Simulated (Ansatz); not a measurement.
# AuCu3-type GdCu3

The computed numbers are results of PBEsol, scalar-relativistic (collinear spin) in the plane-wave PAW code Ansatz at 420 eV, 8×8×8 k-mesh, Gaussian smearing of 0.05 eV; PAW files: Ansatz's generated set soft_2.

```xyz
4
Lattice="4.0361 0.0000 0.0000 0.0000 4.0361 0.0000 0.0000 0.0000 4.0361" Properties=species:S:1:pos:R:3 pbc="T T T"
Gd    0.0000    0.0000    0.0000
Cu    0.0000    2.0181    2.0181
Cu    2.0181    2.0181    0.0000
Cu    2.0181    0.0000    2.0181
```

This is a trial structure made by placing the elements on a prototype's sites, so it needn't be the stable form.

Magnetic state: ferromagnetic, site spin moments Gd 6.99; Cu 0.06 μB.

Cell and atoms are those of this level's equilibrium.

The cell has space group Pm-3m (read at 0.01 Å). In it the stress is 0.00, 0.00, 0.00, 0.00, 0.00, 0.00 GPa and the largest force component 0.000 eV/Å. Each change below starts from this cell, without further relaxation. Stress is in GPa, positive in compression, in the order xx, yy, zz, yz, xz, xy; energies are counted from the cell above and are free energies with the smearing's entropy, which match forces and stress in a metal.

Q: What happens when atom 3 (Cu) is moved by 0.08 Å along x?

A: The energy changes by 11.7 meV per cell, and the force on it along the shift is -0.294 eV/Å (−F/u = 3.67 eV/Å²). Stress: 0.13, 0.18, 0.03, 0.00, 0.00, 0.00.
| atom | Fx (eV/Å) | Fy | Fz |
| --- | --- | --- | --- |
| Gd1 | 0.300 | 0.000 | 0.000 |
| Cu2 | -0.010 | 0.000 | 0.000 |
| Cu3 | -0.294 | 0.000 | 0.000 |
| Cu4 | 0.004 | 0.000 | 0.000 |
In a harmonic crystal the energy would rise by −½F·u = ½ × 3.67 × 0.08² eV = 11.8 meV, which matches.

Without a U the 4f levels of Gd lie too near the Fermi level, so their share of the states there, and what hangs on it, is overstated. These numbers lack spin–orbit coupling. Site moments are of spin, integrated over atomic spheres. No antiparallel order was tried.
